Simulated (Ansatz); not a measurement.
TaNO in space group P2_1/c (No. 14; Ta on 4e, N on 4e, O on 4e), DFT-r²SCAN in the program Ansatz with PAW potentials. The conduction-band minimum lies at Y2, with 1 equivalent valley. Second derivatives d²E/dk² of the lowest band at one valley (eV·Å²), along Cartesian directions:

```
direction  d²E/dk²
---------  -------
[100]        7.038
[010]        8.059
[001]        10.75
[110]        7.543
[101]        8.720
[011]        9.401
```

### Question
Find the principal effective masses, the density-of-states mass and the conductivity mass.

### Answer
Off-diagonal terms follow from H_xy = H[110] − (H_xx + H_yy)/2, and m*/mₑ = 7.620 eV·Å² over each eigenvalue: 0.71, 0.95, 1.1. One valley's DOS mass (m₁m₂m₃)^(1/3) = 0.90, conductivity mass 3/(Σ 1/mᵢ) = 0.88 mₑ.

### Question
What effective density of states Nc follows at 300 K for parabolic valleys?

### Answer
Nc = 2.509e19 × 1 × (0.90)^(3/2) ≈ 2.1e19 cm⁻³.

The workflow started from a Materials Project entry (that database holds measured and hypothetical structures alike); the Crystallography Open Database files this formula in space group No. 14, but the cells were not matched. Whether it is the stable phase at ambient conditions was not checked. Symmetry was held in the r²SCAN relaxation; whether a distortion lowers the energy is not shown. No spin polarisation was allowed. Spin–orbit coupling is left out wherever it is not named.

Potentials: the later of the program's two PAW sets.

Edges and masses are those of Kohn–Sham bands, whose gap is no quasiparticle gap.
